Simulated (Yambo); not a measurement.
```
CaI2
1.0
    4.43220     0.00000     0.00000
   -2.21610     3.83840     0.00000
    0.00000     0.00000     6.91955
Ca I
1 2
Direct
  0.00000   0.00000   0.00000
  0.33333   0.66667   0.25745
  0.66667   0.33333   0.74255
```

Response from Yambo on PBEsol (Quantum ESPRESSO, PseudoDojo norm-conserving, 70 Ry, no spin-orbit coupling) bands: 6×6×2 mesh, 85 bands, 4 Ry local-field block, 0.2 eV broadening.

Problem. Give the static electronic dielectric constant without and with local fields along each axis.

Solution. 
```tsv
field along	ε(0), independent particles	ε(0), RPA with local fields	refractive index √ε
x	4.54	3.76	1.94
z	4.48	3.52	1.88
```
Electronic (clamped-ion) response only. Spin-orbit coupling, left out here, changes gap and response of such heavy elements. Convergence of the RPA response with its 6×6×2 mesh was not tested. x, y and z are Cartesian axes of the cell as given.

Geometry relaxed with PBE+D3(BJ).
